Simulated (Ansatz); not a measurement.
A geometry of Zr away from equilibrium: step 3 of the relaxation of a relaxed Zr cell, doubled along one cell vector, shaken by Gaussian noise of σ = 0.08 Å a coordinate. Computed with PBE (plane waves to 420 eV, PAW, scalar-relativistic; Ansatz, a quantum-chemistry and plane-wave program). Γ-centred k-mesh 11×7×3 on the run's cell (coarser than for final values), Fermi–Dirac smearing 0.05 eV.

```yaml
crystal:
  lattice:
    - [3.01175, 0.00106, -0.00498]
    - [0.00175, 4.95140, -0.00092]
    - [-0.01834, -0.00204, 10.87319]
  atoms:
    - { symbol: Zr, position: [0.55002, 0.50713, 0.00226] }
    - { symbol: Zr, position: [0.60881, 0.49067, 0.49652] }
    - { symbol: Zr, position: [0.90812, 0.98492, 0.25109] }
    - { symbol: Zr, position: [0.03362, 0.99448, 0.74874] }
    - { symbol: Zr, position: [0.33600, 0.48476, 0.25113] }
    - { symbol: Zr, position: [0.54887, 0.49805, 0.75184] }
```

Q: Predict the force on each atom, in eV/Å.

A: 
```json
[
 {"atom": "Zr1", "Fx": "0.21", "Fy": "0.00", "Fz": "0.42"},
 {"atom": "Zr2", "Fx": "0.28", "Fy": "0.00", "Fz": "-0.16"},
 {"atom": "Zr3", "Fx": "0.05", "Fy": "0.00", "Fz": "0.01"},
 {"atom": "Zr4", "Fx": "0.18", "Fy": "0.11", "Fz": "0.01"},
 {"atom": "Zr5", "Fx": "-0.53", "Fy": "0.01", "Fz": "-0.07"},
 {"atom": "Zr6", "Fx": "-0.19", "Fy": "-0.11", "Fz": "-0.21"}
]
```

Q: What is the pressure?

A: +0.2 GPa, compression positive.

Q: How far above the relaxed end point is this geometry?

A: 0.74 eV/atom; the path ends in Cmcm (No. 63).

No spin polarisation in the result.

The end of the path is a generated cell of Zr: the first start was made by a random draw of sites in a space group, and the end was not matched to a known phase here, so it may be hypothetical. Known forms of Zr include space group No. 194.
